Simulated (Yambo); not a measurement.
```
CELL_PARAMETERS angstrom
      1.23319     0.71198     8.28262
     -1.23319     0.71198     8.28262
      0.00000    -1.42397     8.28262
ATOMIC_POSITIONS crystal
  C  0.91283 0.91283 0.91283
  C  0.08717 0.08717 0.08717
  C  0.24615 0.24615 0.24615
  C  0.75385 0.75385 0.75385
```

Workflow: PBEsol (pw.x of Quantum ESPRESSO, ONCV potentials, without SOC), then G0W0 in Yambo (6×6×6 Γ-centred k mesh, 79 bands and a 8 Ry block in the screening, 79 bands in G with the Bruneval-Gonze terminator, plasmon pole fitted at 27.2 eV).

**Question.** Give the PBEsol and G0W0 gaps between the band edges found on this mesh, and say where the edges lie.

**Answer.** Edges: (0.167, -0.5, -0.167) → (0, 0.333, -0.333). PBEsol: 0.19 eV; G0W0: 0.39 eV. The mesh misses an edge: along a dense path the PBEsol gap is 0.07 eV. Convergence of the G0W0 settings was not tested. 

Geometry of the Materials Project entry, not relaxed at this level.

This is not the ordinary phase of the substance.

The distance between layers or molecules is the database entry's, not relaxed here. Functionals without dispersion can leave it too large, which widens gaps and weakens the response across layers: the numbers belong to this cell.
